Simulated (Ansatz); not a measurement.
**Computed properties of AlPd**

AlPd:
```cif
data_AlPd
_chemical_formula_sum 'Pd1 Al1'
_space_group_name_H-M_alt 'P 1'
_space_group_IT_number 1
_cell_length_a 3.59832
_cell_length_b 3.59832
_cell_length_c 3.59832
_cell_angle_alpha 60.000
_cell_angle_beta 60.000
_cell_angle_gamma 60.000
loop_
_space_group_symop_operation_xyz
  'x, y, z'
loop_
_atom_site_label
_atom_site_type_symbol
_atom_site_fract_x
_atom_site_fract_y
_atom_site_fract_z
_atom_site_occupancy
Pd1 Pd 0.00000 0.00000 0.00000 1
Al1 Al 0.50000 0.50000 0.50000 1
```

Space group Fm-3m (No. 225), rock salt; conventional cell a = b = c = 5.0888 Å, α = β = γ = 90.00°.

Method: r²SCAN in the plane-wave PAW code Ansatz. The cell and atoms are relaxed at this level. Other levels are named where they apply.

**Cell and energy**

```yaml
volume_per_atom: 16.47 Å³
density: 6.72 g/cm³
Formation energy from the elements (no fitted shifts): -0.38 eV/atom
```

**Electronic structure**

```yaml
electronic_character: metallic (no gap)
Density of states at the Fermi level: 0.29 states/eV per atom (mean over ±0.08 eV)
Gap with spin–orbit coupling: none (metallic)
```

**Mechanics**

```yaml
Bulk modulus (Birch–Murnaghan fit): 118 GPa
Pressure derivative B′: 4.7
Elastic constants (relaxed ions, GPa): C11 = 221, C12 = 67.6, C44 = -16.2
mechanical_stability: unstable (C has a negative eigenvalue)
```

**Charges**

```yaml
bader_charges: Pd -1.68, Al +1.68 e
```

The start of the workflow was typed in or built on a structure type; neither database checked (COD, Materials Project) lists it. Whether it is the stable phase at ambient conditions was not checked. The r²SCAN relaxation kept the symmetry of its start. The run is not spin-polarised. As this level gives no gap, shear constants depend on the k-mesh and smearing (Fermi–Dirac, 0.1 eV here). The references are the lowest solids computed at this level, not always the standard phases. Spin–orbit coupling is left out wherever it is not named.

Potentials: the later of the program's two PAW sets.
